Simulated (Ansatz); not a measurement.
**What a trial cell of ScAl3As4 relaxes into**

Computed with DFT PBE, scalar-relativistic, plane waves, PAW in Ansatz. Cutoff 420 eV, Gaussian smearing, Γ-centred meshes. Cell and atoms relax first on a coarse mesh, the cell is then made exact in the group found at 0.06 to 0.08 Å, and last on a converged mesh; the steps can't lower the symmetry of their start. No spin polarisation.

The guess for ScAl3As4 was proposed by analogy with related compounds (P3m1, No. 156). Its size is a guess.

Space group P3m1 (No. 156). a = 3.900 Å, b = 3.900 Å, c = 12.000 Å, α = 90.00°, β = 90.00°, γ = 120.00°
| atom | site | symmetry | x | y | z |
| --- | --- | --- | --- | --- | --- |
| Sc | 1a | 3m. | 0.0000 | 0.0000 | 0.1250 |
| Al | 1a | 3m. | 0.0000 | 0.0000 | 0.2960 |
| Al | 1c | 3m. | 0.6667 | 0.3333 | 0.5500 |
| Al | 1b | 3m. | 0.3333 | 0.6667 | 0.8000 |
| As | 1c | 3m. | 0.6667 | 0.3333 | 0.2420 |
| As | 1a | 3m. | 0.0000 | 0.0000 | 0.5000 |
| As | 1c | 3m. | 0.6667 | 0.3333 | 0.7500 |
| As | 1b | 3m. | 0.3333 | 0.6667 | 0.0000 |

The zero of energy is the elements' standard structures at the same level; no fitted shifts are applied.

Problem. Where does the relaxation end?

Solution. The symmetry stays P3m1 (No. 156). The volume per atom grows by 18.1 %, from 19.8 to 23.3 Å³. The shortest distance goes from 2.05 Å (Sc–Al) to 2.43 Å (Al–As). Conventional cell: a = 4.009 Å, c = 13.412 Å. Sc has 3 As at 2.62 Å, 3 As at 3.09 Å and 1 Al at 3.12 Å; around Al on its first site lie 4 As at 2.45–2.55 Å and 1 Sc at 3.12 Å; Al on its second site has 4 As at 2.45–2.47 Å; Al on its third site has 4 As at 2.43–2.47 Å; As on its first site is surrounded by 3 Al at 2.55 Å and 3 Sc at 3.09 Å; 3 more sites not described.

```cif
data_structure
_symmetry_space_group_name_H-M 'P 1'
_symmetry_Int_Tables_number 1
_cell_length_a 4.0086
_cell_length_b 4.0086
_cell_length_c 13.4120
_cell_angle_alpha 90.000
_cell_angle_beta 90.000
_cell_angle_gamma 120.000
_cell_volume 186.64
loop_
_atom_site_label
_atom_site_type_symbol
_atom_site_fract_x
_atom_site_fract_y
_atom_site_fract_z
_atom_site_occupancy
Sc1 Sc 0.00000 0.00000 0.08572 1
Al1 Al 0.00000 0.00000 0.31813 1
Al2 Al 0.66667 0.33333 0.56521 1
Al3 Al 0.33333 0.66667 0.81230 1
As1 As 0.66667 0.33333 0.23878 1
As2 As 0.00000 0.00000 0.50102 1
As3 As 0.66667 0.33333 0.74812 1
As4 As 0.33333 0.66667 0.99373 1
```

Problem. Give its energy and gap.

Solution. The energy over the elements is −0.586 eV/atom and the gap on the 12×12×2 mesh of the 8-atom cell is 0.81 eV.

A negative formation energy is needed for stability but isn't enough: competing phases decide.

The last run used Gaussian smearing of 0.02 eV. Kohn–Sham gaps at this level usually fall short of measured ones. The reference form of As is held partly by dispersion forces, which this level lacks. A later test with randomly moved atoms came back to the same energy, though modes that don't fit the test's cell weren't probed.
